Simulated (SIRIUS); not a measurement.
One base run on NiGe (Pnma, 8 atoms in the cell; from Materials Project mp-1099) and variants with one or two settings moved

```yaml
crystal:
  lattice:
    - [5.32965, 0.00000, 0.00000]
    - [0.00000, 3.45092, 0.00000]
    - [0.00000, 0.00000, 5.77073]
  atoms:
    - { symbol: Ni, position: [0.50554, 0.25000, 0.69073] }
    - { symbol: Ni, position: [0.49446, 0.75000, 0.30927] }
    - { symbol: Ni, position: [0.99446, 0.75000, 0.19073] }
    - { symbol: Ni, position: [0.00554, 0.25000, 0.80927] }
    - { symbol: Ge, position: [0.68966, 0.25000, 0.08698] }
    - { symbol: Ge, position: [0.31034, 0.75000, 0.91302] }
    - { symbol: Ge, position: [0.81034, 0.75000, 0.58698] }
    - { symbol: Ge, position: [0.18966, 0.25000, 0.41302] }
```

Base run A: PBE, GBRV PBE ultrasoft pseudopotentials (SIRIUS), self-consistent single point.

Its settings: parameters.ngridk = 3 5 3; parameters.xc_functionals = [XC_GGA_X_PBE, XC_GGA_C_PBE]; parameters.gk_cutoff = 6.325 1/bohr; parameters.pw_cutoff = 14.143 1/bohr; parameters.smearing = fermi_dirac; parameters.smearing_width = 0.00367493 Ha; potentials = GBRV PBE ultrasoft pseudopotentials; parameters.electronic_structure_method = pseudopotential; parameters.num_bands = 77; parameters.num_mag_dims = 0; parameters.num_dft_iter = 100; parameters.energy_tol = 1e-07 Ha; parameters.density_tol = 1e-06; mixer.type = anderson; mixer.beta = 0.3; mixer.use_hartree = false.

The run has no spin polarisation, so moments on Ni cannot form. The structure comes from a collection of computed structures, made at another level of theory; the collection holds predicted forms beside known ones. No clean gap shows at this smearing width and mesh (spacing up to 0.39 Å⁻¹); the mesh is coarse for partly filled bands, so the values carry mesh errors.

ΔF is the free energy per atom less that of run A. 

```csv
run,change,ΔF (meV/atom),pressure (GPa),largest force (eV/Å)
A,base,0.00,2.89,0.078
B,volume scaled by 0.94,56.9,14.73,0.222
C,volume scaled by 0.96,31.2,10.33,0.169
```

Run C against A: The free energy rises by 31.2 meV/atom, the pressure goes from 2.89 to 10.33 GPa and the largest force goes from 0.078 to 0.169 eV/Å.

Run B against A: The free energy goes up by 56.9 meV/atom, the pressure goes from 2.89 to 14.73 GPa and the largest force goes from 0.078 to 0.222 eV/Å.

Small differences between rows can be mesh errors.
